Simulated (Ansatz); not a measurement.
Computed with DFT PBE, scalar-relativistic, plane waves, PAW (Ansatz 0.2.0). Cutoff 420 eV, Γ-centred meshes of about 0.25 Å⁻¹ or finer for metals and 0.3 Å⁻¹ for insulators (2π included), Gaussian smearing. No spin polarisation.

All energies are static (0 K, no zero-point motion).

Two forms of Be5Te2 were relaxed alike.

A.

```
Be Te
1.0
     3.83906    0.00000    0.00000
    -1.91953    3.32473    0.00000
     0.00000    0.00000    9.73686
Be Te
5 2
Direct
  0.00000 0.00000 0.00000
  0.66667 0.33333 0.99167
  0.33333 0.66667 0.00833
  0.66667 0.33333 0.41938
  0.33333 0.66667 0.58062
  0.33333 0.66667 0.31846
  0.66667 0.33333 0.68154
```

B.

```
Be Te
1.0
     2.05329    1.18547    7.71343
    -2.05329    1.18547    7.71343
     0.00000   -2.37094    7.71343
Be Te
5 2
Direct
  0.00000 0.00000 0.50000
  0.50000 0.00000 0.00000
  0.00000 0.50000 0.00000
  0.45348 0.45348 0.45348
  0.54652 0.54652 0.54652
  0.72908 0.72908 0.72908
  0.27092 0.27092 0.27092
```

Task: Which is lower in energy, and by how much?

Result: B is lower, by 13 meV/atom. A has space group P-3m1 (No. 164), 17.8 Å³/atom and no gap on its mesh; B has space group R-3m (No. 166), 16.1 Å³/atom and no gap. Counting Be atoms around Te (those within 1.25 times the shortest such distance or 1.15 times the sum of covalent radii, 1.27 where that leaves under three; a plus sign parts nearer from farther groups), A has Te 4+1 and B has Te 6. The denser one is the lower, and pressure would at first widen the difference. Even the lower one lies +0.18 eV/atom against the reference forms of the elements (uncorrected), so neither is stable at this level. In A, around Be on a site of symmetry -3m lie 6 Be at 2.22 Å; Be on a site of symmetry 3m has 6 Be at 2.22 Å and 1 Te at 3.02 Å; Te has 4 Be at 2.42–2.55 Å and 1 Be at 3.02 Å; 1 more site not described. In B, around Be on a site of symmetry 2/m lie 4 Be at 2.05 Å, 4 Be at 2.32 Å and 2 Te at 2.69 Å; Be on a site of symmetry 3m is surrounded by 1 Be at 2.15 Å, 6 Be at 2.32 Å and 3 Te at 2.72 Å; Te has 6 Be at 2.69–2.72 Å. Both come from trial cells of a structure search, whose lowest cell (R3, 16.1 Å³/atom) lies 116 meV/atom below the lower of the two.

For metals, differences of a few meV/atom aren't resolved. These runs have no spin–orbit coupling, which can matter for Te. With atoms moved at random, B (by 19 meV/atom) fell into a lower structure and A came back. Some structure types and database cells were kept out of the candidates from the start, so a known form may be missing.
